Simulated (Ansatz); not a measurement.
Method: DFT PBE, scalar-relativistic, plane waves, PAW in Ansatz 0.2.0. All cells share a 420 eV cutoff and Γ-centred k meshes spaced at most about 0.3 Å⁻¹ (2π included). No spin polarisation in the final relaxations.

Temperature and zero-point effects are left out. All come from trial cells, and lower structures may exist.

Problem. Which of these relaxed structures of ZrSi3O8 is the lowest in energy?
A.

```
CELL_PARAMETERS angstrom
5.50055 0.00000 0.00000
0.00000 5.50055 0.00000
0.00000 0.00000 8.03135
ATOMIC_POSITIONS crystal
Zr 0.50000 0.50000 0.50000
Si 0.00000 0.50000 0.78045
Si 0.50000 0.00000 0.21955
Si 0.00000 0.00000 0.00000
O 0.00000 0.74914 0.89142
O 0.50000 0.23393 0.34183
O 0.23393 0.50000 0.65817
O 0.74914 0.00000 0.10858
O 0.00000 0.25086 0.89142
O 0.50000 0.76607 0.34183
O 0.76607 0.50000 0.65817
O 0.25086 0.00000 0.10858
```

B.

```
CELL_PARAMETERS angstrom
3.76321 -3.83092 0.00000
3.76321 3.83092 0.00000
-0.00450 0.00000 7.61559
ATOMIC_POSITIONS crystal
Zr 0.47989 0.52011 0.00000
Si 0.97516 0.47606 0.73035
Si 0.52394 0.02484 0.26965
Si 0.02307 0.97693 0.50000
O 0.04202 0.23986 0.60579
O 0.53167 0.85769 0.09026
O 0.14231 0.46833 0.90974
O 0.76014 0.95798 0.39421
O 0.03776 0.73934 0.63164
O 0.53789 0.31486 0.20868
O 0.68514 0.46211 0.79132
O 0.26066 0.96224 0.36836
```

Solution. B. It has space group C2 (No. 5); the next, A, with space group P-4m2 (No. 115), lies 14 meV/atom higher. Counting O atoms around Si and Zr (those within 1.25 times the shortest such distance or 1.15 times the sum of covalent radii, 1.27 where that leaves under three), the lowest and the next both have Zr 4, Si 4.

Cells relaxed within their symmetry can be saddle points. The C2 cell of ZrSi3O8 came from shaking the P-4m2 one. Some types were kept out of the candidates beforehand, so the set may lack a known form.
